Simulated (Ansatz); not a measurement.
Sc (P6_3/mmc): electronic heat capacity and spin susceptibility from the density of states

These are results of DFT PBEsol, scalar-relativistic, plane waves, PAW (Ansatz 0.2.0), not measurements.

Plane waves to 420 eV, a k mesh through Γ of 12×12×8 on the computed 2-atom cell and Gaussian smearing (0.10 eV); no spin polarisation.

Relaxed cell: P6_3/mmc, a = 3.276 Å, b = 3.276 Å, c = 5.087 Å, α = 90.00°, β = 90.00°, γ = 120.00°, 2 atoms in the primitive cell.

The density of states at the Fermi level is 3.919 states/eV in the cell of 2 atoms (2 formula units; both spins, tetrahedra on a 18×18×12 mesh). Averaged over bins of 0.1 eV the density runs from 3.4 to 4.9 states/eV within 0.2 eV of the Fermi level, so the figure hangs on the exact place of that level.

Task: What Sommerfeld coefficient and Pauli susceptibility does this give?

Result: Per formula unit N(E_F) = 1.959 states/eV. γ = (π²/3) k_B² N(E_F) N_A = 2.357 mJ/(mol K²) per state/eV, so γ = 4.6 mJ/(mol K²), a mole of formula units. χ_P = μ_B² N(E_F) N_A = 3.23×10⁻⁵ emu/mol per state/eV gives 6.3×10⁻⁵ emu/mol. This is the bare band result: a measured γ of the same phase is as a rule larger by a factor 1 + λ from phonons and spin fluctuations, the spin part of χ is larger by the Stoner factor, and a measured χ also holds orbital and core terms. N(E_F) at one energy is sensitive to the mesh where the density of states has sharp peaks.

Cost: 1 run of about 0.31 core-minutes, on Arm Neoverse V2 (shared hosts).